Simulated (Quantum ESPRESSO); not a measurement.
# Ir6ScLi: one run as intended and one with a planted mistake

Simulated, not a measurement. The program is pw.x of Quantum ESPRESSO 7.5 (plane-wave density functional theory). The cell is made up: eight metal atoms on a face-centred cubic lattice, with elements, volume, strain and displacements drawn at random and not relaxed, so it may be unstable or far from any real phase. PseudoDojo standard norm-conserving files set the functional (PBE unless stated); there is no spin polarisation or spin-orbit coupling, the Fermi-Dirac width of 0.25 eV means electrons at about 2900 K, and the masses in the input are unused placeholders. Heavy elements are run without spin-orbit coupling, which real alloys of them have. A spin test at this wide smearing found no moment, but such smearing suppresses magnetism that the real alloy may have.

Intended input:

```
&control calculation='scf', pseudo_dir='./dojo.nc.sr.pbe.v0_5.standard.upf', outdir='./o', disk_io='minimal', tprnfor=.true., tstress=.true. /
&system ibrav=0, nat=8, ntyp=3, nbnd=75, ecutwfc=77.98206166, nosym=.true., tot_charge=0,
 occupations='smearing', smearing='fd', degauss=0.0183746611
/
&electrons conv_thr=1.470e-08, electron_maxstep=70, mixing_beta=0.5 /
ATOMIC_SPECIES
Ir 1.0 Ir.upf
Li 1.0 Li.upf
Sc 1.0 Sc.upf
CELL_PARAMETERS angstrom
-0.0037 -0.0104 -4.0752
-4.0005 -0.0125 -0.0037
2.0271 7.9042 2.0602
ATOMIC_POSITIONS angstrom
Ir -0.0419 -0.0622 0.0553
Sc -1.8478 1.9528 0.2407
Ir 0.0487 3.9431 0.0503
Ir -2.0284 5.9628 -0.119
Ir -1.8905 0.0359 -2.0741
Li -0.0465 1.6839 -1.9686
Ir -1.7683 3.8361 -2.041
Ir 0.1378 5.8992 -2.0447
K_POINTS automatic
6 6 3 1 1 1
```

The log is shortened where brackets say so; the opening notice, blank lines, dates and the lines on written files are dropped, and the path of the files is cut. It prints rydbergs, bohrs and kilobars, and counts compression as positive stress. Its total energy is the free energy E - TS of the whole cell.

Log of the intended run:

```
     Program PWSCF v.7.5
     Parallel version (MPI & OpenMP), running on       4 processor cores
     Number of MPI processes:                 4
     Threads/MPI process:                     1
     [start-up lines left out]
     bravais-lattice index     =            0
     lattice parameter (alat)  =       7.7010  a.u.
     unit-cell volume          =     868.3216 (a.u.)^3
     number of atoms/cell      =            8
     number of atomic types    =            3
     number of electrons       =       116.00
     number of Kohn-Sham states=           75
     kinetic-energy cutoff     =      77.9821  Ry
     charge density cutoff     =     311.9282  Ry
     scf convergence threshold =      1.5E-08
     mixing beta               =       0.5000
     number of iterations used =            8  plain     mixing
     Exchange-correlation= PBE
                           (   1   4   3   4   0   0   0)
     [axes and pseudopotential details left out]
   Cartesian axes
     site n.     atom                  positions (alat units)
         1        Ir     tau(   1) = (  -0.0102817  -0.0152630   0.0135698  )
         2        Sc     tau(   2) = (  -0.4534239   0.4791894   0.0590644  )
         3        Ir     tau(   3) = (   0.0119503   0.9675809   0.0123429  )
         4        Ir     tau(   4) = (  -0.4977406   1.4631866  -0.0292009  )
         5        Ir     tau(   5) = (  -0.4639019   0.0088094  -0.5089547  )
         6        Li     tau(   6) = (  -0.0114104   0.4132052  -0.4830665  )
         7        Ir     tau(   7) = (  -0.4339158   0.9413246  -0.5008325  )
         8        Ir     tau(   8) = (   0.0338142   1.4475801  -0.5017404  )
     number of k points=    54  Fermi-Dirac smearing, width (Ry)=  0.0184
                       cart. coord. in units 2pi/alat
        k(    1) = (  -0.0852172   0.1295706  -0.0835869), wk =   0.0370370
        k(    2) = (  -0.0841425  -0.2146510  -0.0827094), wk =   0.0370370
     [further k points left out]
     Dense  grid:    80835 G-vectors     FFT dimensions: (  45,  45,  90)
     Estimated max dynamical RAM per process >     315.71 MB
     Estimated total dynamical RAM >       1.18 GB
     Initial potential from superposition of free atoms
     starting charge     115.9919, renormalised to     116.0000
     Starting wfcs are   72 randomized atomic wfcs +    3 random wfcs
     total cpu time spent up to now is        4.3 secs
     per-process dynamical memory:   248.5 Mb
     Self-consistent Calculation
     iteration #  1     ecut=    77.98 Ry     beta= 0.50
     Davidson diagonalization with overlap
     ethr =  1.00E-02,  avg # of iterations =  3.0
     total cpu time spent up to now is       17.8 secs
     total energy              =   -1491.58062453 Ry
     estimated scf accuracy    <       2.47722894 Ry
     iteration #  2     ecut=    77.98 Ry     beta= 0.50
     Davidson diagonalization with overlap
     ethr =  2.14E-03,  avg # of iterations =  4.2
     total cpu time spent up to now is       32.4 secs
     total energy              =   -1490.43001147 Ry
     estimated scf accuracy    <      43.85306854 Ry
     [iterations 3 to 15 left out]
     iteration # 16     ecut=    77.98 Ry     beta= 0.50
     Davidson diagonalization with overlap
     ethr =  2.84E-10,  avg # of iterations =  1.0
     total cpu time spent up to now is      194.1 secs
     total energy              =   -1493.17118379 Ry
     estimated scf accuracy    <       0.00000004 Ry
     iteration # 17     ecut=    77.98 Ry     beta= 0.50
     Davidson diagonalization with overlap
     ethr =  3.83E-11,  avg # of iterations =  1.1
     total cpu time spent up to now is      204.3 secs
     End of self-consistent calculation
     [lines on levels left out]
!    total energy              =   -1493.17118379 Ry
     estimated scf accuracy    <          4.4E-09 Ry
     smearing contrib. (-TS)   =      -0.12422182 Ry
     internal energy E=F+TS    =   -1493.04696197 Ry
     The total energy is F=E-TS. E is the sum of the following terms:
     one-electron contribution =    -465.30134559 Ry
     hartree contribution      =     288.95910955 Ry
     xc contribution           =    -281.36836848 Ry
     ewald contribution        =   -1035.33635745 Ry
     convergence has been achieved in  17 iterations
     Forces acting on atoms (cartesian axes, Ry/au):
     atom    1 type  1   force =     0.03854879   -0.03054331   -0.03537241
     atom    2 type  3   force =    -0.04126099    0.01052534   -0.07456160
     atom    3 type  1   force =     0.01431754    0.05202976   -0.00909212
     atom    4 type  1   force =     0.03551018   -0.02310497    0.04706675
     atom    5 type  1   force =    -0.03672644   -0.08135825    0.03174960
     atom    6 type  2   force =     0.03419982    0.03046166    0.01407879
     atom    7 type  1   force =    -0.02133653    0.07035889    0.02488766
     atom    8 type  1   force =    -0.02325237   -0.02836912    0.00124333
     Total force =     0.191550     Total SCF correction =     0.000095
     Computing stress (Cartesian axis) and pressure
          total   stress  (Ry/bohr**3)                   (kbar)     P=     -123.90
  -0.00090513   0.00004976  -0.00001436         -133.15        7.32       -2.11
   0.00004976  -0.00059737  -0.00012241            7.32      -87.88      -18.01
  -0.00001436  -0.00012241  -0.00102422           -2.11      -18.01     -150.67
     init_run     :      4.09s CPU      4.29s WALL (       1 calls)
     electrons    :    195.56s CPU    199.95s WALL (       1 calls)
     forces       :      2.26s CPU      2.28s WALL (       1 calls)
     stress       :      7.51s CPU      7.67s WALL (       1 calls)
     [timing details left out]
     PWSCF        :   3m29.49s CPU   3m34.28s WALL
     JOB DONE.
```

A second run has one planted mistake: the files are those of another functional. The input lines that differ:

```
- &control calculation='scf', pseudo_dir='./dojo.nc.sr.pbe.v0_5.standard.upf', outdir='./o', disk_io='minimal', tprnfor=.true., tstress=.true. /
+ &control calculation='scf', pseudo_dir='./dojo.nc.sr.lda.v0_4_1.standard.upf', outdir='./o', disk_io='minimal', tprnfor=.true., tstress=.true. /
```

Its log:

```
     Program PWSCF v.7.5
     Parallel version (MPI & OpenMP), running on       4 processor cores
     Number of MPI processes:                 4
     Threads/MPI process:                     1
     [start-up lines left out]
     bravais-lattice index     =            0
     lattice parameter (alat)  =       7.7010  a.u.
     unit-cell volume          =     868.3216 (a.u.)^3
     number of atoms/cell      =            8
     number of atomic types    =            3
     number of electrons       =       116.00
     number of Kohn-Sham states=           75
     kinetic-energy cutoff     =      77.9821  Ry
     charge density cutoff     =     311.9282  Ry
     scf convergence threshold =      1.5E-08
     mixing beta               =       0.5000
     number of iterations used =            8  plain     mixing
     Exchange-correlation= SLA  PW   NOGX NOGC
                           (   1   4   0   0   0   0   0)
     [axes and pseudopotential details left out]
   Cartesian axes
     site n.     atom                  positions (alat units)
         1        Ir     tau(   1) = (  -0.0102817  -0.0152630   0.0135698  )
         2        Sc     tau(   2) = (  -0.4534239   0.4791894   0.0590644  )
         3        Ir     tau(   3) = (   0.0119503   0.9675809   0.0123429  )
         4        Ir     tau(   4) = (  -0.4977406   1.4631866  -0.0292009  )
         5        Ir     tau(   5) = (  -0.4639019   0.0088094  -0.5089547  )
         6        Li     tau(   6) = (  -0.0114104   0.4132052  -0.4830665  )
         7        Ir     tau(   7) = (  -0.4339158   0.9413246  -0.5008325  )
         8        Ir     tau(   8) = (   0.0338142   1.4475801  -0.5017404  )
     number of k points=    54  Fermi-Dirac smearing, width (Ry)=  0.0184
                       cart. coord. in units 2pi/alat
        k(    1) = (  -0.0852172   0.1295706  -0.0835869), wk =   0.0370370
        k(    2) = (  -0.0841425  -0.2146510  -0.0827094), wk =   0.0370370
     [further k points left out]
     Dense  grid:    80835 G-vectors     FFT dimensions: (  45,  45,  90)
     Estimated max dynamical RAM per process >     315.71 MB
     Estimated total dynamical RAM >       1.18 GB
     Initial potential from superposition of free atoms
     starting charge     115.9923, renormalised to     116.0000
     Starting wfcs are   72 randomized atomic wfcs +    3 random wfcs
     total cpu time spent up to now is        4.2 secs
     per-process dynamical memory:   248.5 Mb
     Self-consistent Calculation
     iteration #  1     ecut=    77.98 Ry     beta= 0.50
     Davidson diagonalization with overlap
     ethr =  1.00E-02,  avg # of iterations =  3.0
     total cpu time spent up to now is       17.4 secs
     total energy              =   -1488.84737763 Ry
     estimated scf accuracy    <       2.55596185 Ry
     iteration #  2     ecut=    77.98 Ry     beta= 0.50
     Davidson diagonalization with overlap
     ethr =  2.20E-03,  avg # of iterations =  3.3
     total cpu time spent up to now is       31.5 secs
     total energy              =   -1487.65128451 Ry
     estimated scf accuracy    <      45.34979454 Ry
     [iterations 3 to 15 left out]
     iteration # 16     ecut=    77.98 Ry     beta= 0.50
     Davidson diagonalization with overlap
     ethr =  1.78E-10,  avg # of iterations =  1.0
     total cpu time spent up to now is      186.5 secs
     total energy              =   -1490.48898163 Ry
     estimated scf accuracy    <       0.00000004 Ry
     iteration # 17     ecut=    77.98 Ry     beta= 0.50
     Davidson diagonalization with overlap
     ethr =  3.09E-11,  avg # of iterations =  1.0
     total cpu time spent up to now is      196.2 secs
     End of self-consistent calculation
     [lines on levels left out]
!    total energy              =   -1490.48898163 Ry
     estimated scf accuracy    <          3.4E-09 Ry
     smearing contrib. (-TS)   =      -0.12485126 Ry
     internal energy E=F+TS    =   -1490.36413037 Ry
     The total energy is F=E-TS. E is the sum of the following terms:
     one-electron contribution =    -470.84562770 Ry
     hartree contribution      =     289.93580643 Ry
     xc contribution           =    -274.11795165 Ry
     ewald contribution        =   -1035.33635745 Ry
     convergence has been achieved in  17 iterations
     Forces acting on atoms (cartesian axes, Ry/au):
     atom    1 type  1   force =     0.02960222   -0.04352656   -0.02904868
     atom    2 type  3   force =    -0.03701763    0.01053625   -0.06769287
     atom    3 type  1   force =     0.00907034    0.06264629   -0.00656395
     atom    4 type  1   force =     0.02808244   -0.01863500    0.04001208
     atom    5 type  1   force =    -0.02863817   -0.08969743    0.02505695
     atom    6 type  2   force =     0.03171774    0.02737667    0.01333818
     atom    7 type  1   force =    -0.01514182    0.07805422    0.02099705
     atom    8 type  1   force =    -0.01767512   -0.02675443    0.00390125
     Total force =     0.188940     Total SCF correction =     0.000164
     Computing stress (Cartesian axis) and pressure
          total   stress  (Ry/bohr**3)                   (kbar)     P=     -238.67
  -0.00168048   0.00004284  -0.00001151         -247.21        6.30       -1.69
   0.00004284  -0.00136513  -0.00011646            6.30     -200.82      -17.13
  -0.00001151  -0.00011646  -0.00182167           -1.69      -17.13     -267.98
     init_run     :      3.96s CPU      4.16s WALL (       1 calls)
     electrons    :    187.47s CPU    191.99s WALL (       1 calls)
     forces       :      2.14s CPU      2.15s WALL (       1 calls)
     stress       :      7.54s CPU      7.72s WALL (       1 calls)
     [timing details left out]
     PWSCF        :   3m21.25s CPU   3m26.17s WALL
     JOB DONE.
```

|  | intended run | run with the mistake |
| --- | --- | --- |
| free energy (eV) | -20315.629 | -20279.136 |
| entropy term -TS, part of it (eV) | -1.690 | -1.699 |
| pressure (GPa) | -12.39 | -23.87 |
| size of the largest force component (eV/Å) | 2.092 | 2.306 |
| largest change of a force component (eV/Å) |  | 0.334 |
| iterations | 17 | 17 |

For scale, a rerun of the intended cell at a higher cutoff and on a denser mesh moved values by no more than 0.004 eV in energy, 0.03 GPa in stress and 0.014 eV/Å in force, and a second program with other atomic files agreed on that cell to 2 % rms in force and 0.5 GPa in pressure. Files of another functional or element have another zero of energy, so the energy change says nothing on stability.